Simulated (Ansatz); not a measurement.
MgSe (rock salt, space group No. 225), r²SCAN (plane waves, PAW; program Ansatz). The conduction-band minimum lies at X, with 3 equivalent valleys. Second derivatives d²E/dk² of the lowest band at one valley (eV·Å²), along Cartesian directions:

```
direction  d²E/dk²
---------  -------
[100]        15.78
[010]        30.37
[001]        30.37
[110]        23.08
[101]        23.08
[011]        30.34
```

Find the principal effective masses, the density-of-states mass and the conductivity mass.

Off-diagonal terms follow from H_xy = H[110] − (H_xx + H_yy)/2, and m*/mₑ = 7.620 eV·Å² over each eigenvalue: 0.25, 0.25, 0.48. One valley's DOS mass (m₁m₂m₃)^(1/3) = 0.31, conductivity mass 3/(Σ 1/mᵢ) = 0.30 mₑ.

What effective density of states Nc follows at 300 K for parabolic valleys?

Nc = 2.509e19 × 3 × (0.31)^(3/2) ≈ 1.3e19 cm⁻³.

Space group Fm-3m (rock salt). The r²SCAN relaxation kept the symmetry of its start. Spin–orbit coupling is left out wherever it is not named.

Potentials: the later of the program's two PAW sets.

Edges and masses are those of Kohn–Sham bands, whose gap is no quasiparticle gap.
